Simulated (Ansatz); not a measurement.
KI (rock salt, Fm-3m), PBEsol (plane waves, PAW; program Ansatz). The conduction-band minimum lies at Γ, with 1 equivalent valley. Second derivatives d²E/dk² of the lowest band at one valley (eV·Å²), along Cartesian directions:

```json
[
 {"direction": "[100]", "d²E/dk²": "23.94"},
 {"direction": "[010]", "d²E/dk²": "23.94"},
 {"direction": "[001]", "d²E/dk²": "23.94"},
 {"direction": "[110]", "d²E/dk²": "23.95"},
 {"direction": "[101]", "d²E/dk²": "23.95"},
 {"direction": "[011]", "d²E/dk²": "23.95"}
]
```

Question: Find the principal effective masses, the density-of-states mass and the conductivity mass.

Answer: Off-diagonal terms follow from H_xy = H[110] − (H_xx + H_yy)/2, and m*/mₑ = 7.620 eV·Å² over each eigenvalue: 0.32, 0.32, 0.32. One valley's DOS mass (m₁m₂m₃)^(1/3) = 0.32, conductivity mass 3/(Σ 1/mᵢ) = 0.32 mₑ.

Question: What effective density of states Nc follows at 300 K for parabolic valleys?

Answer: Nc = 2.509e19 × 1 × (0.32)^(3/2) ≈ 4.5e18 cm⁻³.

The PBEsol relaxation kept the symmetry of its start. Scalar-relativistic: spin–orbit coupling is off unless named, which matters more the heavier the elements.

Potentials: the later of the program's two PAW sets.

Edges and masses are those of Kohn–Sham bands, whose gap is no quasiparticle gap.
